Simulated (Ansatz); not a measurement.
CuP in the rocksalt structure

The computed numbers are results of r²SCAN, scalar-relativistic (no spin polarisation) in the plane-wave PAW code Ansatz at 500 eV, 12×12×12 k-mesh, Gaussian smearing of 0.05 eV; PAW files: Ansatz's generated set soft_2.

```
Cu P
1.0
     0.00000    2.40786    2.40786
     2.40786    0.00000    2.40786
     2.40786    2.40786    0.00000
Cu P
1 1
Direct
  0.50000 0.50000 0.50000
  0.00000 0.00000 0.00000
```

The cell came from substitution into a structure type; no database entry of this phase was matched, which doesn't show that none exists.

The run above is the reference. The same cell was run again with other input settings; several of them aren't fit for production, so the rows show the settings' effect and aren't properties of the material.

```tsv
keys changed	outcome	ΔE (meV/atom)	P (GPa)	gap on the mesh (eV)	cell moment (μB)	largest force component (eV/Å)	SCF iterations	rough core-seconds	new warnings
none (reference)	converged	0.0	0.0	metal	–	0.000	–	–	–
basis.ecutwfc: 500 → "600 eV"; hamiltonian.pseudopotentials: {"kind": "paw", "source": "jth"}	converged	–	0.5	metal	–	0.000	9	6	cutoff below recommended; radial quadrature taken
basis.ecutwfc: 500 → "600 eV"; scf.mixing.algorithm: "msr1"; scf.mixing.beta: 0.05; scf.mixing.ndim: 4	converged	-0.7	0.0	metal	–	0.000	10	8	–
scf.occupations.method: "gaussian" → "cold"; scf.occupations.width: 0.05 → 0.001	converged	0.1	-0.1	metal	–	0.000	7	5	–
scf.occupations.method: "gaussian" → "cold"; scf.occupations.width: 0.05 → 0.2	converged	-0.9	0.0	metal	–	0.000	8	5	–
scf.initial_density.chi_scale: 0.3	converged	0.0	0.0	metal	–	0.000	8	5	–
scf.convergence.dr2_threshold: 1e-09	converged	0.0	0.0	metal	–	0.000	9	5	stress scf threshold loose
```

These changes also left energy (to 0.1 meV/atom), pressure, gap, moment and forces as in the reference: scf.initial_density.chi_scale: 0.0.

ΔE is the energy with the smearing extrapolated to zero. It is left out where the change alters the Hamiltonian or the spin treatment. The varied runs start from atomic densities (corrected by the program's trained start where that serves), with the default search for lower states unless a row changes it.

(1) What happens with these changes: crystal.symmetry: {"detect": false}; hamiltonian.xc: "r2scan" → "pbe"?

Answer:

(1) outcome converged, P (GPa) 2.3, gap on the mesh (eV) metal, largest force component (eV/Å) 0.000, SCF iterations 6, rough core-seconds 40.

Changing scf.initial_density.chi_scale only steers the path to self-consistency, so the energy stays within 0.5 meV/atom.

Other pseudopotential files need their own cutoff; where it is too low, pressure and moments show the cutoff and not the files.

1 further run (cut off, refused for memory, with changed atoms or starts, or in doubt) is left out.
